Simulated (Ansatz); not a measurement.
YIn$_{2}$Ni in space group Cmcm (No. 63; Ni on 4c, Y on 4c, In on 8f), r²SCAN (plane waves, PAW; program Ansatz), all energies at zero smearing, with the estimated change up to a 700 eV cutoff added, with one set of potentials and settings (totals compare only within such a set). Cell of 8 atoms (2 Ni, 2 Y, 4 In): -41861.652 eV.

| element | reference phase | E (eV/atom) |
|---|---|---|
| Ni | Fm-3m, 1 atoms in the cell, spin-polarised | -5845.2912 |
| Y | P6_3/mmc, 2 atoms in the cell | -3859.7073 |
| In | I4/mmm, 1 atoms in the cell | -5611.8204 |

Formation energy per atom, worked out: (-41861.652 − 2×(-5845.2912) − 2×(-3859.7073) − 4×(-5611.8204))/8 = -0.547 eV/atom (-53 kJ per mol of atoms), at 0 K, without zero-point energy or fitted corrections.

The workflow started from an entry of the Crystallography Open Database (COD). Its standing as an ambient phase is unchecked. The r²SCAN relaxation kept the symmetry of its start; its stability against distortions is not shown here. The workflow began spin-polarised and lost its moments. The references are the lowest solids computed at this level, not always the standard phases.

Potentials: the later of the program's two PAW sets.
